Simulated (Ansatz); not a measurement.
CsPbCl3 (cubic perovskite)

```
CELL_PARAMETERS angstrom
      5.73560     0.00000     0.00000
      0.00000     5.73560     0.00000
      0.00000     0.00000     5.73560
ATOMIC_POSITIONS crystal
  Cs 0.00000 0.00000 0.00000
  Pb 0.50000 0.50000 0.50000
  Cl 0.00000 0.50000 0.50000
  Cl 0.50000 0.50000 0.00000
  Cl 0.50000 0.00000 0.50000
```

The volume is varied about the relaxed value V₀ at fixed cell shape. Symmetry pins the atoms to their sites.

Computed with PBE (plane waves to 420 eV, PAW, scalar-relativistic; Ansatz, an electronic-structure program). k mesh 6×6×6 (Γ-centred), Fermi-Dirac smearing 0.05 eV. Energies are smeared free energies. CsPbCl3 was relaxed with its symmetry unable to fall. Spin-orbit coupling is left out, though Pb is heavy. This is a high-temperature form of CsPbCl3. ΔE is measured from the relaxed starting cell.

Task: What ΔE (eV/atom) does the calculation give at V/V₀ = 0.940, 0.952, 0.976, 1.012, 1.024, 1.060?

Result: 
```csv
V/V₀,ΔE (eV/atom)
0.940,0.0104
0.952,0.0065
0.976,0.0016
1.012,0.0004
1.024,0.0014
1.060,0.0083
```

(Under strain, the slope of the energy per volume gives the stress and its curvature an elastic modulus.)
